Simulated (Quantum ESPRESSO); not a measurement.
Parts of the isotropic shielding in Li$_{4}$Br$_{3}$Cl, by PBE GIPAW (a modified build of Quantum ESPRESSO, JTH PAW datasets), 25 Ha, k-mesh 4×4×4 shifted:

```yaml
crystal:
  lattice:
    - [5.43156, 0.00000, 0.00000]
    - [0.00000, 5.43156, 0.00000]
    - [0.00000, 0.00000, 5.43156]
  atoms:
    - { symbol: Li, position: [0.00000, 0.00000, 0.00000] }
    - { symbol: Cl, position: [0.50000, 0.00000, 0.00000] }
    - { symbol: Li, position: [0.00000, 0.50000, 0.50000] }
    - { symbol: Br, position: [0.50000, 0.50000, 0.50000] }
    - { symbol: Li, position: [0.50000, 0.00000, 0.50000] }
    - { symbol: Br, position: [0.00000, 0.00000, 0.50000] }
    - { symbol: Li, position: [0.50000, 0.50000, 0.00000] }
    - { symbol: Br, position: [0.00000, 0.50000, 0.00000] }
```
The cell was made here from a computed Materials Project entry: one of 4 Br replaced by Cl, cell and atoms relaxed (PBE without dispersion, pw.x of Quantum ESPRESSO, symmetry kept). The parent is LiBr in Fm-3m. The swapped cell is a model, not a known phase. Stability against distortions was not tested.

The core term is that of the free atom's frozen core; the paramagnetic column sums the reconstruction terms. These are absolute shieldings with no macroscopic susceptibility term; δ = σ_ref − σ needs a reference computed alike. By our sweeps, such settings leave a few ppm in absolute σ on light atoms and up to some 20 ppm from Zn on. No spin–orbit coupling; Br is the heaviest element present. The datasets of Cl, Br hold no d projectors, which limits absolute σ on these atoms. The structure is static (0 K, no zero-point motion).

```
site                   core  bare (smooth current)  diamagnetic correction  paramagnetic corrections  σ_iso (ppm)
-------------------  ------  ---------------------  ----------------------  ------------------------  -----------
Li1 (atoms 1, 5, 7)     0.0                   13.0                    69.2                       [?]          [?]
Cl (atom 2)          1050.8                   83.2                   -12.1                       [?]          [?]
Li2 (atom 3)            0.0                   12.8                    69.3                       [?]          [?]
Br (atoms 4, 6, 8)   3103.4                   70.2                    -8.0                       [?]          [?]
```

Question: Some entries are withheld; supply them.

Answer: 
- Li1 (atoms 1, 5, 7), paramagnetic corrections: -1.3
- Li1 (atoms 1, 5, 7), σ_iso (ppm): 80.9
- Cl (atom 2), paramagnetic corrections: -220.9
- Cl (atom 2), σ_iso (ppm): 901.1
- Li2 (atom 3), paramagnetic corrections: -1.4
- Li2 (atom 3), σ_iso (ppm): 80.7
- Br (atoms 4, 6, 8), paramagnetic corrections: -567.5
- Br (atoms 4, 6, 8), σ_iso (ppm): 2598.1
